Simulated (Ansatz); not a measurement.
SiO2 (space group P6_422)

```
CELL_PARAMETERS angstrom
      5.05941     0.00000     0.00000
     -2.52970     4.38158     0.00000
      0.00000     0.00000     5.54082
ATOMIC_POSITIONS crystal
  Si 0.00000 0.50000 0.33333
  Si 0.50000 0.00000 0.00000
  Si 0.50000 0.50000 0.66667
  O  0.58350 0.79175 0.83333
  O  0.79175 0.58350 0.50000
  O  0.20825 0.79175 0.16667
  O  0.41650 0.20825 0.83333
  O  0.20825 0.41650 0.50000
  O  0.79175 0.20825 0.16667
```

This relaxed cell (volume V₀) is scaled evenly in all directions, its shape held. The atoms relax within the cell's symmetry.

Calculation: r2SCAN (plane waves to 500 eV, PAW, scalar-relativistic; Ansatz, a quantum-chemistry and plane-wave program). k mesh 8×8×6 (Γ-centred), Fermi-Dirac smearing 0.05 eV. Energies are smeared free energies. Stress and pressure are positive under compression. With the shape held, the modulus is that of even scaling; a crystal free to change shape is softer. SiO2 was relaxed with its symmetry unable to fall. ΔE is measured from the relaxed starting cell.

```tsv
V (Å³/atom)	ΔE (meV/atom)
12.283	70.4
12.556	43.9
12.829	24.1
13.102	10.4
13.375	2.5
13.648	0.0
13.921	2.4
14.194	withheld
14.467	20.8
14.740	36.1
15.013	55.1
```

### Question
Fit a third-order Birch-Murnaghan form (E₀, V₀, B₀, B₀′ free) to the given rows and predict ΔE at V = 14.194.

### Answer
Least squares on the 10 given rows: ΔE = E₀ + (9V₀B₀/16)·y²·[2 + (B₀′ − 4)y], y = (V₀/V)^(2/3) − 1, with V₀ = 13.648 Å³/atom, B₀ = 145.8 GPa (160.2 GPa = 1 eV/Å³; the term in eV is multiplied by 1000), B₀′ = 2.68, E₀ = -0.02 meV/atom; root-mean-square residual 0.02 meV/atom. At 14.194 the fit gives 9.4 meV/atom; the calculation gives 9.5 meV/atom, so the interpolation is off by -0.1 (-1.1 %). For the pressure the fit gives -5.4 GPa against the computed -5.5 GPa.

(A scan under strain: stresses follow from slopes of the energy per volume, elastic moduli from its curvatures.)
